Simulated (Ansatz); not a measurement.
Cs₂ScAgCl₆:
```xyz
10
Lattice="0.0000 5.2343 5.2343 5.2343 0.0000 5.2343 5.2343 5.2343 0.0000" Properties=species:S:1:pos:R:3 pbc="T T T"
Cs     7.8515     7.8515     7.8515
Cs     2.6172     2.6172     2.6172
Sc     0.0000     0.0000     0.0000
Ag     5.2343     5.2343     5.2343
Cl     2.4973     5.2343     5.2343
Cl     7.9713     5.2343     5.2343
Cl     5.2343     2.4973     5.2343
Cl     5.2343     7.9713     5.2343
Cl     5.2343     5.2343     2.4973
Cl     5.2343     5.2343     7.9713
```

Relaxed with r²SCAN. Special points in fractions of this cell's reciprocal vectors: Γ (0.000, 0.000, 0.000); X (0.500, 0.000, 0.500); U (0.625, 0.250, 0.625); K (0.375, 0.375, 0.750); L (0.500, 0.500, 0.500); W (0.500, 0.250, 0.750).

Problem. List the band energies nearest the valence-band maximum at these points for r²SCAN (plane waves, PAW; program Ansatz).

Solution. In eV from the valence-band maximum; about four levels below and three above (degenerate sets whole), none deeper than 8.9 eV; points with the same levels are listed once.

```tsv
k	below	above
Γ	-0.83 -0.83 -0.83 -0.44 -0.44	3.66 3.66 3.66
X	-0.75 -0.75 -0.60 -0.44	3.65 3.78 3.87 3.87
U	-0.79 -0.77 -0.47 -0.21	3.67 3.81 3.83
L	-1.00 -1.00 0.00 0.00	3.66 3.73 3.73
W	-0.87 -0.87 -0.75 -0.56 -0.16	3.73 3.73 3.87
```

Space group Fm-3m. The workflow started from a Materials Project entry (that database holds measured and hypothetical structures alike); the Crystallography Open Database copy checked does not list it. Whether it is the stable phase at ambient conditions was not checked. The r²SCAN relaxation kept the symmetry of its start; whether a distortion lowers the energy is not shown. No spin polarisation was allowed. Spin–orbit coupling is left out wherever it is not named.

Potentials: the later of the program's two PAW sets.
